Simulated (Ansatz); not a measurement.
Input:

SiO2:
```
CELL_PARAMETERS angstrom
      4.94828     0.00000     0.00000
     -2.47414     4.28534     0.00000
      0.00000     0.00000     5.44127
ATOMIC_POSITIONS crystal
  Si 0.00000 0.47027 0.33333
  Si 0.52973 0.52973 0.00000
  Si 0.47027 0.00000 0.66667
  O  0.14537 0.73288 0.54797
  O  0.26712 0.41249 0.21464
  O  0.58751 0.85463 0.88130
  O  0.73288 0.14537 0.45203
  O  0.41249 0.26712 0.78536
  O  0.85463 0.58751 0.11870
```

This is the PBEsol-relaxed structure.

Problem. All from DFT-PBEsol in the program Ansatz with PAW potentials, unless another level is named. Give the smallest direct gap on the standard path.

Solution. 6.01 eV.

Problem. What about the conduction-band minimum?

Solution. at Γ.

Problem. What about the valence-band maximum?

Solution. at K.

Space group P3_221. The PBEsol relaxation kept the symmetry of its start.

Potentials: the earlier of the program's two PAW sets. The files were generated under PBE; for other functionals the program regenerates the frozen cores, and for LDA and PBEsol the local potential too.
